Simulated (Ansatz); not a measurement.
Computed with DFT PBE, scalar-relativistic, plane waves, PAW in Ansatz. All cells share a 420 eV cutoff and Γ-centred k meshes spaced at most about 0.3 Å⁻¹ (about 0.25 or finer for metals, 2π included). No spin polarisation in the final relaxations.

Temperature and zero-point effects are left out.

Compare these two cells of TiW2C3, each relaxed at this level.

1.

```
CELL_PARAMETERS angstrom
-1.54364 1.54364 6.52695
1.54364 -1.54364 6.52695
1.54364 1.54364 -6.52695
ATOMIC_POSITIONS crystal
Ti 0.00000 0.00000 0.00000
W 0.65800 0.65800 0.00000
W 0.34200 0.34200 0.00000
C 0.16753 0.16753 0.00000
C 0.83247 0.83247 0.00000
C 0.50000 0.50000 0.00000
```

2.

```
CELL_PARAMETERS angstrom
3.06741 0.00000 0.00000
-1.53370 2.65645 0.00000
0.00000 0.00000 7.62174
ATOMIC_POSITIONS crystal
Ti 0.00000 0.00000 0.50000
W 0.66667 0.33333 0.82924
W 0.33333 0.66667 0.17076
C 0.33333 0.66667 0.66504
C 0.66667 0.33333 0.33496
C 0.00000 0.00000 0.00000
```

Task: Which arrangement of the elements on these sites is preferred, and by what margin?

Result: Cell 1 is lower, by 16 meV/atom. The two share one framework of sites and differ in which element sits where. Cell 1 has Ti and W ordered on rock salt sites, space group I4/mmm (No. 139), 10.4 Å³/atom and no gap on its mesh; cell 2 has Ti and W ordered on rock salt sites, space group P-3m1 (No. 164), 10.4 Å³/atom and no gap. Counting C atoms around Ti and W (those within 1.25 times the shortest such distance or 1.15 times the sum of covalent radii), cell 1 and cell 2 both have Ti 6, W 6. In cell 1, around Ti lie 6 C at 2.18–2.19 Å and 8 W at 3.00 Å; around W lie 1 C at 2.06 Å, 5 C at 2.19–2.28 Å and 4 Ti at 3.00 Å; C on a site of symmetry 4mm is surrounded by 5 W at 2.19–2.28 Å and 1 Ti at 2.19 Å; 1 more site not described. In cell 2, around Ti lie 6 C at 2.17 Å, 6 Ti at 3.07 Å and 6 W at 3.07 Å; W has 6 C at 2.17–2.20 Å, 9 W at 3.07–3.15 Å and 3 Ti at 3.07 Å; around C on a site of symmetry 3m lie 3 W at 2.17 Å and 3 Ti at 2.17 Å; 1 more site not described. Both come from invented guesses.

Spin–orbit coupling, which can matter for W, is left out. Cells relaxed within their symmetry can be saddle points.
